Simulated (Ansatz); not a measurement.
NaHg2 in space group P6/mmm (No. 191; Hg on 2d, Na on 1a), plane-wave PAW PBEsol (Ansatz code), all energies at zero smearing, with the estimated change up to a 700 eV cutoff added, with one set of potentials and settings (totals compare only within such a set). Cell of 3 atoms (2 Hg, 1 Na): -28812.694 eV.

```tsv
element	reference phase	E (eV/atom)
Hg	R-3m, 1 atoms in the cell	-13668.0149
Na	P6_3/mmc, 2 atoms in the cell	-1475.8697
```

Formation energy per atom, worked out: (-28812.694 − 2×(-13668.0149) − 1×(-1475.8697))/3 = -0.265 eV/atom (-26 kJ per mol of atoms), at 0 K, without zero-point energy or fitted corrections.

The workflow started from an entry of the Crystallography Open Database (COD). Its standing as an ambient phase is unchecked. The cell keeps a stress of up to 0.2 GPa. The cell was relaxed with PBEsol under the symmetry of its start; of distortions, only those at the zone centre were tested. The references are the lowest solids computed at this level, not always the standard phases. Scalar-relativistic: spin–orbit coupling is off unless named, which matters more the heavier the elements.

Potentials: the later of the program's two PAW sets.
